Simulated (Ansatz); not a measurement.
A geometry of Be away from equilibrium: the start of the relaxation of a relaxed Be cell, doubled along one cell vector, shaken by Gaussian noise of σ = 0.08 Å a coordinate. Calculation: r2SCAN (plane waves to 500 eV, PAW, scalar-relativistic; Ansatz, a quantum-chemistry and plane-wave program). Γ-centred k-mesh 9×17×17 on the run's cell (coarser than for final values), Fermi–Dirac smearing 0.05 eV.

```xyz
2
Lattice="0.0000 3.1580 3.1580 1.5790 0.0000 1.5790 1.5790 1.5790 0.0000" Properties=species:S:1:pos:R:3 pbc="T T T"
Be     1.5880     1.5367     1.6213
Be     1.6951     3.2822     3.1551
```

**Question.** Give the Cartesian forces on all atoms (eV/Å).

**Answer.** 
```tsv
atom	Fx	Fy	Fz
Be1	0.34	0.53	-0.14
Be2	-0.34	-0.53	0.14
```

**Question.** What is the pressure?

**Answer.** +0.9 GPa, compression positive.

No spin polarisation in the result.

The run could not lose the symmetry of its start: the end is stationary, and may be a saddle point rather than a minimum.

The end of the path is a generated cell of Be: the first start was made by placing the elements on the sites of a structure type, and the end was not matched to a known phase here, so it may be hypothetical. Known forms of Be include space group No. 194.
